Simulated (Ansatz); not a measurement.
# Computed properties of SiGe3

SiGe3:
```
SiGe3
1.0
    3.96655     0.00000     0.00000
    0.00000     3.96655     0.00000
    0.00000     0.00000     5.59420
Si Ge
1 3
Cartesian
  0.00000   0.00000   0.00000
  1.98327   0.00000   1.36547
  1.98327   1.98327   2.79710
  0.00000   1.98327   4.22873
```

Space group P-4m2 (No. 115); conventional cell a = b = 3.9665 Å, c = 5.5942 Å, α = β = γ = 90.00°.

Method: PBEsol (plane waves, PAW; program Ansatz). The cell and atoms are relaxed at this level. Other levels are named where they apply.

Cell and energy:

```yaml
volume_per_atom: 22.00 Å³
density: 4.64 g/cm³
Formation energy from the elements (no fitted shifts): 1.3 kJ/mol of atoms
```

Electronic structure:

```yaml
band_gap: 0.22 eV (indirect)
valence_band_maximum: at Γ
conduction_band_minimum: at R (2 equivalent valleys)
smallest_direct_gap_on_the_standard_path: 0.54 eV
electron_effective_mass: 0.069, 0.099, 0.20 mₑ (principal values)
Electron effective mass with spin–orbit coupling: 0.069, 0.099, 0.20 mₑ (principal values)
Hole effective mass, band 1 of 2 at the edge: 1.8 along x, 0.23 along z (mₑ)
Hole effective mass, band 2 of 2 at the edge: 0.033 along x, 0.23 along z (mₑ)
Hole effective mass with spin–orbit coupling: 0.060, 0.060, 0.21 mₑ (principal values)
HSE06 gap on the PBEsol cell: 0.94 eV
Gap with spin–orbit coupling: 0.14 eV
```

Mechanics:

```yaml
Bulk modulus (Birch–Murnaghan fit): 74.0 GPa
Pressure derivative B′: 4.9
Elastic constants (relaxed ions, GPa): C11 = 154, C12 = 22.3, C13 = 48.5, C33 = 126, C44 = 64.9, C66 = 39.7
mechanical_stability: stable (all eigenvalues of C positive)
hill_bulk_and_shear_moduli: 74.7 and 53.2 GPa
Young's modulus: 129 GPa
Poisson's ratio: 0.21
debye_temperature_from_the_elastic_constants: 398 K
```

Dielectric response:

```yaml
Electronic dielectric constant ε∞ (DFPT): 17.7 (xx = yy), 17.5 (zz)
Born charges (a third of the trace): Si -0.01, Ge -0.08 to +0.17 e
```

Phonons:

```yaml
Highest zone-centre frequency (without LO–TO term): 392 cm^-1
zone_centre_stability: no imaginary mode at Γ
```

The start of the workflow was typed in or built on a structure type; neither database checked (COD, Materials Project) lists it. Its standing as an ambient phase is unchecked. Symmetry was held in the PBEsol relaxation. The references are the lowest solids computed at this level, not always the standard phases. Scalar-relativistic: spin–orbit coupling is off unless named, which matters more the heavier the elements.

Potentials: the earlier of the program's two PAW sets. The files were generated under PBE; for other functionals the program regenerates the frozen cores, and for LDA and PBEsol the local potential too.
